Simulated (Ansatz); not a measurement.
NaCl (CsCl type, Pm-3m), plane-wave PAW PBEsol (Ansatz code), all energies at zero smearing, with the estimated change up to a 700 eV cutoff added, with one set of potentials and settings (totals compare only within such a set). Cell of 2 atoms (1 Na, 1 Cl): -2540.018 eV.

| element | reference phase | E (eV/atom) |
|---|---|---|
| Na | P6_3/mmc, 2 atoms in the cell | -1475.8697 |
| Cl | Cmce, 4 atoms in the cell | -1060.8120 |

Formation energy per atom, worked out: (-2540.018 − 1×(-1475.8697) − 1×(-1060.8120))/2 = -1.668 eV/atom (-161 kJ per mol of atoms), at 0 K, without zero-point energy or fitted corrections.

This is a known high-pressure phase of the composition, computed here at zero pressure and temperature. The cell was relaxed with PBEsol under the symmetry of its start. At this level the phase is dynamically unstable (imaginary phonons). The references are the lowest solids computed at this level, not always the standard phases (solids in place of the gases).

Potentials: the later of the program's two PAW sets.
